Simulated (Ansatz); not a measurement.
Be₂C (fluorite or antifluorite type, Fm-3m), LDA in the plane-wave PAW code Ansatz. The conduction-band minimum lies at X, with 3 equivalent valleys. Second derivatives d²E/dk² of the lowest band at one valley (eV·Å²), along Cartesian directions:

```csv
direction,d²E/dk²
[100],10.74
[010],32.47
[001],32.47
[110],21.61
[101],21.61
[011],32.46
```

Find the principal effective masses, the density-of-states mass and the conductivity mass.

Off-diagonal terms follow from H_xy = H[110] − (H_xx + H_yy)/2, and m*/mₑ = 7.620 eV·Å² over each eigenvalue: 0.23, 0.23, 0.71. One valley's DOS mass (m₁m₂m₃)^(1/3) = 0.34, conductivity mass 3/(Σ 1/mᵢ) = 0.30 mₑ.

What effective density of states Nc follows at 300 K for parabolic valleys?

Nc = 2.509e19 × 3 × (0.34)^(3/2) ≈ 1.5e19 cm⁻³.

With the computed static dielectric constant 14.0 (mean of the diagonal), estimate a hydrogenic donor's binding energy and radius.

E = 13.606 eV × 0.30/14.0² ≈ 21 meV; a = 0.529 Å × ε/m* ≈ 25 Å. Semilocal masses tend to be too small where the gap is.

The cell was relaxed with LDA under the symmetry of its start; phonons on a q-mesh show no instability.

Potentials: the later of the program's two PAW sets.
